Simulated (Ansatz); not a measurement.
# Data sheet: Cr₃Ru (DFT)

Cr₃Ru:
Space group Cmmm (No. 65); a = 2.8145 Å, b = 4.1617 Å, c = 7.9259 Å, α = 90.00°, β = 90.00°, γ = 90.00°

| atom | site | symmetry | x | y | z |
|---|---|---|---|---|---|
| Cr | 4l | mm2 | 0.0000 | 0.5000 | 0.2629 |
| Cr | 2d | mmm | 0.5000 | 0.5000 | 0.5000 |
| Ru | 2a | mmm | 0.0000 | 0.0000 | 0.0000 |
(The calculation used a cell of 4 atoms; values per cell refer to that cell.)

Space group Cmmm (No. 65); conventional cell a = 2.814 Å, b = 4.162 Å, c = 7.926 Å, α = 90.00°, β = 90.00°, γ = 90.00°.

Method: the program Ansatz at the LDA level (PAW). Structure relaxed to zero pressure with the same functional. Other levels are named where they apply.

### Cell and energy

```json
{
  "volume_per_atom": "11.60 Å³",
  "density": "9.20 g/cm³",
  "Formation energy from the elements (no fitted shifts)": "0.19 eV/atom"
}
```

### Electronic structure

```json
{
  "electronic_character": "metallic (no gap)",
  "Density of states at the Fermi level": "1.4 states/eV per atom (mean over ±0.08 eV)"
}
```

### Mechanics

```json
{
  "Bulk modulus (Birch–Murnaghan fit)": "307 GPa",
  "Pressure derivative B′": "4.4"
}
```

### Phonons

```json
{
 "highest_zone_centre_frequency": "8.89 THz",
 "zone_centre_stability": "unstable, softest mode 119i cm⁻¹"
}
```

The first step of the workflow began from a Materials Project structure, measured or hypothetical; the Crystallography Open Database copy checked does not list it. With Cr and Ru taken as one species the cell has the higher symmetry Im-3m, so it may be an ordered model of a mixed-site phase. Its standing as an ambient phase is unchecked. The cell was relaxed with LDA under the symmetry of its start. The run is not spin-polarised. Its formation energy is positive at this level, so the cell may be metastable or incomplete. As this level gives no gap, phonon frequencies hold no LO–TO term and depend on the k-mesh and smearing (Fermi–Dirac, 0.1 eV here). Axis ratios of metals converge slowly with the k-mesh, so a and c are less sure than the volume. The references are the lowest solids computed at this level, not always the standard phases. Scalar-relativistic: spin–orbit coupling is off unless named, which matters more the heavier the elements.

Potentials: the later of the program's two PAW sets.
